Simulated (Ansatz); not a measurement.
Si:
```cif
data_Si8
_chemical_formula_sum 'Si8'
_space_group_name_H-M_alt 'Fd-3m :1'
_space_group_IT_number 227
_space_group_name_Hall 'F 4d 2 3 -1d'
_cell_length_a 5.44434
_cell_length_b 5.44434
_cell_length_c 5.44434
_cell_angle_alpha 90.000
_cell_angle_beta 90.000
_cell_angle_gamma 90.000
loop_
_atom_site_label
_atom_site_type_symbol
_atom_site_symmetry_multiplicity
_atom_site_Wyckoff_symbol
_atom_site_fract_x
_atom_site_fract_y
_atom_site_fract_z
_atom_site_occupancy
Si1 Si 8 a 0.00000 0.00000 0.00000 1
```
(The calculation used a cell of 2 atoms; values per cell refer to that cell.)

Relaxed with r²SCAN.

Q: Give the optical modes at the zone centre with their infrared and Raman activity from DFPT, DFT-r²SCAN in the program Ansatz with PAW potentials.

A: Transverse frequencies, without the LO–TO term; a row sums one degenerate level.

```
ω (cm⁻¹)  degeneracy  IR ((D/Å)²/amu)  Raman (Å⁴/amu)  activity  symmetry
--------  ----------  ---------------  --------------  --------  --------
518                3             0.00            1500     Raman       T2g
```

The r²SCAN relaxation kept the symmetry of its start; phonons on a q-mesh show no instability.

Potentials: the later of the program's two PAW sets.
